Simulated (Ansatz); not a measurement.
Relaxation of a randomly generated symmetric cell of WC (space group No. 164); 4 atoms in the cell, which starts as P-3m1 (No. 164), hP4; a = 3.730 Å, b = 3.730 Å, c = 4.641 Å, α = 90.00°, β = 90.00°, γ = 120.00°. Level of theory: PBE (plane waves to 420 eV, PAW, scalar-relativistic; Ansatz, an electronic-structure program). Γ-centred k-mesh 7×7×5 on the run's cell (coarser than for final values), Fermi–Dirac smearing 0.05 eV. This is the first round of the run. 

The optimiser's lines from the output (shortened; P is positive under compression):

```
relax step   1: F+E_penalty+E_count = -21266.85775132 eV  Δ(F+E_penalty+E_count) = +0.000e0 eV  max|allowed force component| = 2.535e0 eV/Å  Δτ_max = 0.0000 Å  P = -26.078 GPa  Ω = 55.913 Å³  (8 SCF iters, dr2 threshold 1.00e-7 eV, accepted)
relax step   2: F+E_penalty+E_count = -21268.69752866 eV  Δ(F+E_penalty+E_count) = -1.840e0 eV  max|allowed force component| = 2.833e0 eV/Å  Δτ_max = 0.1498 Å  P = -22.074 GPa  Ω = 49.508 Å³  (6 SCF iters, dr2 threshold 4.00e-7 eV, accepted)
relax step   3: F+E_penalty+E_count = -21270.54766058 eV  Δ(F+E_penalty+E_count) = -1.850e0 eV  max|allowed force component| = 1.613e0 eV/Å  Δτ_max = 0.1951 Å  P = -15.271 GPa  Ω = 44.756 Å³  (6 SCF iters, dr2 threshold 4.00e-7 eV, accepted)
relax step   4: F+E_penalty+E_count = -21271.22620310 eV  Δ(F+E_penalty+E_count) = -6.785e-1 eV  max|allowed force component| = 1.971e0 eV/Å  Δτ_max = 0.1134 Å  P = +11.925 GPa  Ω = 41.039 Å³  (7 SCF iters, dr2 threshold 4.00e-7 eV, accepted)
relax step   5: F+E_penalty+E_count = -21272.08774048 eV  Δ(F+E_penalty+E_count) = -8.615e-1 eV  max|allowed force component| = 6.090e-1 eV/Å  Δτ_max = 0.0382 Å  P = +9.652 GPa  Ω = 40.916 Å³  (6 SCF iters, dr2 threshold 4.00e-7 eV, accepted)
relax step   6: F+E_penalty+E_count = -21272.84485396 eV  Δ(F+E_penalty+E_count) = -7.571e-1 eV  max|allowed force component| = 3.861e-1 eV/Å  Δτ_max = 0.0059 Å  P = +12.923 GPa  Ω = 40.299 Å³  (6 SCF iters, dr2 threshold 4.00e-7 eV, accepted)
relax step   7: F+E_penalty+E_count = -21273.31717672 eV  Δ(F+E_penalty+E_count) = -4.723e-1 eV  max|allowed force component| = 2.959e-1 eV/Å  Δτ_max = 0.0023 Å  P = +8.394 GPa  Ω = 40.521 Å³  (6 SCF iters, dr2 threshold 4.00e-7 eV, accepted)
relax step   8: F+E_penalty+E_count = -21273.42613818 eV  Δ(F+E_penalty+E_count) = -1.090e-1 eV  max|allowed force component| = 6.852e-1 eV/Å  Δτ_max = 0.0202 Å  P = -1.196 GPa  Ω = 41.451 Å³  (6 SCF iters, dr2 threshold 4.00e-7 eV, accepted)
relax step   9: F+E_penalty+E_count = -21273.43925153 eV  Δ(F+E_penalty+E_count) = -1.311e-2 eV  max|allowed force component| = 2.083e-2 eV/Å  Δτ_max = 0.0148 Å  P = +0.051 GPa  Ω = 41.302 Å³  (5 SCF iters, dr2 threshold 4.00e-7 eV, accepted)
relax step  10: F+E_penalty+E_count = -21273.43930607 eV  Δ(F+E_penalty+E_count) = -5.453e-5 eV  max|allowed force component| = 1.853e-4 eV/Å  Δτ_max = 0.0004 Å  P = +0.000 GPa  Ω = 41.307 Å³  (3 SCF iters, dr2 threshold 4.00e-7 eV, accepted)
relax step  11: F+E_penalty+E_count = -21273.43930754 eV  Δ(F+E_penalty+E_count) = -1.479e-6 eV  max|allowed force component| = 4.672e-5 eV/Å  Δτ_max = 0.0000 Å  P = -0.001 GPa  Ω = 41.307 Å³  (4 SCF iters, dr2 threshold 9.77e-9 eV, accepted)
relax step  12: F+E_penalty+E_count = -21273.45646219 eV  Δ(F+E_penalty+E_count) = -1.715e-2 eV  max|allowed force component| = 4.705e-5 eV/Å  Δτ_max = 0.0000 Å  P = +0.427 GPa  Ω = 41.307 Å³  stress off target by 1.50e0 GPa  SCF on the basis re-selected at this cell (its energy is not comparable with the rows above)  (6 SCF iters)
relax step  13: F+E_penalty+E_count = -21273.45690034 eV  Δ(F+E_penalty+E_count) = -4.382e-4 eV  max|allowed force component| = 1.076e-4 eV/Å  Δτ_max = 0.0000 Å  P = +0.010 GPa  Ω = 41.352 Å³  (4 SCF iters, dr2 threshold 4.00e-7 eV, accepted)
relax step  14: F+E_penalty+E_count = -21273.45689989 eV  Δ(F+E_penalty+E_count) = +4.518e-7 eV  max|allowed force component| = 3.214e-6 eV/Å  Δτ_max = 0.0000 Å  P = +0.001 GPa  Ω = 41.353 Å³  (3 SCF iters, dr2 threshold 1.60e-8 eV, accepted)
relax step  15: F+E_penalty+E_count = -21273.45700972 eV  Δ(F+E_penalty+E_count) = -1.098e-4 eV  max|allowed force component| = 5.734e-6 eV/Å  Δτ_max = 0.0000 Å  P = +0.001 GPa  Ω = 41.353 Å³  stress off target by 7.46e-3 GPa  SCF on the basis re-selected at this cell (its energy is not comparable with the rows above)  (5 SCF iters)
```

From the first to the last row the energy changes by -1.65 eV/atom and the volume by -26.0 %. The last row is marked as not comparable with the walk above it, whose basis was carried along; it does compare with step 1, since both stand on a basis selected at the nominal cutoff for their own cell.

Later rounds, restarted from the end of this one on a renewed k-mesh, logged 10 more steps and released under 0.01 eV/atom more. The final structure after all rounds: P6₃/mmc (No. 194), hP4, NiAs type; a = 2.944 Å, b = 2.944 Å, c = 5.511 Å, α = 90.00°, β = 90.00°, γ = 120.00°. Between re-selections the logged energies stand on a plane-wave basis carried along with the cell. No spin polarisation in the result.

The run could not lose the symmetry of its start, so the end can be a saddle point.

The relaxed structure here is a generated cell of WC: the first start was made by a random draw of sites in a space group, and the end was not matched to a known phase here, so it may be hypothetical. Known forms of WC include space group No. 187.
